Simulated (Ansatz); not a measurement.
Consider the following.

Hf₂Ni:
```
CELL_PARAMETERS angstrom
     -3.18732     3.18732     2.61705
      3.18732    -3.18732     2.61705
      3.18732     3.18732    -2.61705
ATOMIC_POSITIONS crystal
  Ni 0.25000 0.25000 0.00000
  Ni 0.75000 0.75000 0.00000
  Hf 0.66519 0.16519 0.83038
  Hf 0.16519 0.33481 0.50000
  Hf 0.33481 0.83481 0.16962
  Hf 0.83481 0.66519 0.50000
```

This is the r²SCAN-relaxed structure.

Q: All from the program Ansatz at the r²SCAN level (PAW), unless another level is named. Predict the density of states at the Fermi level.

A: 0.47 states/eV per atom (mean over ±0.08 eV).

Q: And the formation energy from the elements (no fitted shifts)?

A: -0.32 eV/atom.

Space group I4/mcm. The workflow started from an entry of the Crystallography Open Database (COD). Its standing as an ambient phase is unchecked. The r²SCAN relaxation kept the symmetry of its start; its stability against distortions is not shown here. The workflow began spin-polarised and lost its moments. The references are the lowest solids computed at this level, not always the standard phases. Scalar-relativistic: spin–orbit coupling is off unless named, which matters more the heavier the elements.

Potentials: the later of the program's two PAW sets.
